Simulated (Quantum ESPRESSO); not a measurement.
Ba2NF (space group R-3m, No. 166) has a direct gap of 0.89 eV with norm-conserving PBEsol (Quantum ESPRESSO, 84 Ry, no spin-orbit coupling). After an isotropic strain (on all lattice vectors, atoms relaxed) the gap is direct, 1.03 eV.

Which strain was applied?
A) -3 %
B) -1.5 %
C) +2 %
D) -0.7 %
E) +1 %

C, +2 %. Gaps found: -3 %: 0.66 eV (direct); -1.5 %: 0.78 eV (direct); -0.7 %: 0.84 eV (direct); 0 %: 0.89 eV (direct); 1 %: 0.96 eV (direct); 2 %: 1.03 eV (direct).

The structure is a Materials Project entry; no match was found in the copy of COD used, and its stability was not checked.
